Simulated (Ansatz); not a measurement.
Crystals of one structure type (zinc blende) and one family of elements, relaxed and computed with DFT-LDA in the program Ansatz with PAW potentials.

```tsv
crystal	V (Å³/atom)	K_Hill (GPa)
BP	11.32	176
BAs	13.25	?
GaP	19.59	90.1
GaAs	21.98	74.4
AlAs	22.30	75.6
InP	24.73	71.3
```

Fit a straight line to ln K against ln V and predict the withheld value.

Least squares on the 5 shown rows: ln K = -1.21 × ln V + (8.097), with a scatter of 3 %. For BAs this gives 144. The run itself gave 147, within the scatter.

All cells were relaxed under the symmetry of their starts (and spin orders); stability against distortions was not tested throughout. Spin–orbit coupling is left out wherever it is not named.

Potentials: the later of the program's two PAW sets.
